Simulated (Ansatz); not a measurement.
What a trial cell of SbS2 relaxes into

Level of theory: DFT PBE, scalar-relativistic, plane waves, PAW in Ansatz 0.2.0. Cutoff 420 eV, Gaussian smearing, Γ-centred meshes. Cell and atoms relax first on a coarse mesh and then on a finer one. In between, the cell is made exact in the group found at 0.06 Å. In metals the finer mesh still leaves noise of several meV/atom or more. The steps can't lower the symmetry of their start. No spin polarisation.

The guess for SbS2 was made by a generator: 4-connected net, bridging atoms on its edges, bridges bent (Im-3m, No. 229). The dimensions are guesses.

```yaml
crystal:
  lattice:
    - [-6.02850, 6.02850, 6.02850]
    - [6.02850, -6.02850, 6.02850]
    - [6.02850, 6.02850, -6.02850]
  atoms:
    - { symbol: Sb, position: [0.75000, 0.25000, 0.50000] }
    - { symbol: Sb, position: [0.25000, 0.75000, 0.50000] }
    - { symbol: Sb, position: [0.50000, 0.25000, 0.75000] }
    - { symbol: Sb, position: [0.75000, 0.50000, 0.25000] }
    - { symbol: Sb, position: [0.50000, 0.75000, 0.25000] }
    - { symbol: Sb, position: [0.25000, 0.50000, 0.75000] }
    - { symbol: S, position: [0.60447, 0.20895, 0.60447] }
    - { symbol: S, position: [0.79105, 0.39553, 0.39553] }
    - { symbol: S, position: [0.60447, 0.00000, 0.39553] }
    - { symbol: S, position: [0.00000, 0.39553, 0.60447] }
    - { symbol: S, position: [0.39553, 0.00000, 0.60447] }
    - { symbol: S, position: [0.00000, 0.60447, 0.39553] }
    - { symbol: S, position: [0.39553, 0.79105, 0.39553] }
    - { symbol: S, position: [0.20895, 0.60447, 0.60447] }
    - { symbol: S, position: [0.60447, 0.39553, 0.00000] }
    - { symbol: S, position: [0.39553, 0.39553, 0.79105] }
    - { symbol: S, position: [0.60447, 0.60447, 0.20895] }
    - { symbol: S, position: [0.39553, 0.60447, 0.00000] }
```

Energies over the elements count from the elements' standard structures at the same level, with no fitted energy shifts.

Q: Where does the relaxation end?

A: The symmetry stays Im-3m (No. 229). The volume per atom grows by 60.0 %, from 48.7 to 77.9 Å³. The shortest distance goes from 2.16 Å (Sb–S) to 2.51 Å (Sb–S). The energy falls by about 1.4 eV/atom (the start's value is from the coarse mesh). Conventional cell: a = 14.101 Å. Around Sb lie 4 S at 2.51 Å; around S lie 2 Sb at 2.51 Å and 2 S at 3.07 Å.

```yaml
crystal:
  lattice:
    - [-7.05041, 7.05041, 7.05041]
    - [7.05041, -7.05041, 7.05041]
    - [7.05041, 7.05041, -7.05041]
  atoms:
    - { symbol: Sb, position: [0.75000, 0.25000, 0.50000] }
    - { symbol: Sb, position: [0.25000, 0.75000, 0.50000] }
    - { symbol: Sb, position: [0.50000, 0.25000, 0.75000] }
    - { symbol: Sb, position: [0.75000, 0.50000, 0.25000] }
    - { symbol: Sb, position: [0.50000, 0.75000, 0.25000] }
    - { symbol: Sb, position: [0.25000, 0.50000, 0.75000] }
    - { symbol: S, position: [0.60880, 0.21760, 0.60880] }
    - { symbol: S, position: [0.78240, 0.39120, 0.39120] }
    - { symbol: S, position: [0.60880, 0.00000, 0.39120] }
    - { symbol: S, position: [0.00000, 0.39120, 0.60880] }
    - { symbol: S, position: [0.39120, 0.00000, 0.60880] }
    - { symbol: S, position: [0.00000, 0.60880, 0.39120] }
    - { symbol: S, position: [0.39120, 0.78240, 0.39120] }
    - { symbol: S, position: [0.21760, 0.60880, 0.60880] }
    - { symbol: S, position: [0.60880, 0.39120, 0.00000] }
    - { symbol: S, position: [0.39120, 0.39120, 0.78240] }
    - { symbol: S, position: [0.60880, 0.60880, 0.21760] }
    - { symbol: S, position: [0.39120, 0.60880, 0.00000] }
```

Q: Give its energy and gap.

A: The energy over the elements is +0.37 eV/atom and the gap on the 4×4×4 mesh of the 18-atom cell is 0 eV (a metal).

The separate elements lie lower, so it is unstable against them.

The last run used Gaussian smearing of 0.10 eV. These runs have no spin–orbit coupling, which can matter for Sb. The reference form of S is held partly by dispersion forces, which this level lacks. Symmetry constrained the relaxation, so the result can be a saddle point. In all, the 3 runs took 7.7 min on 1 thread of Arm Neoverse V1, with other jobs on the host.
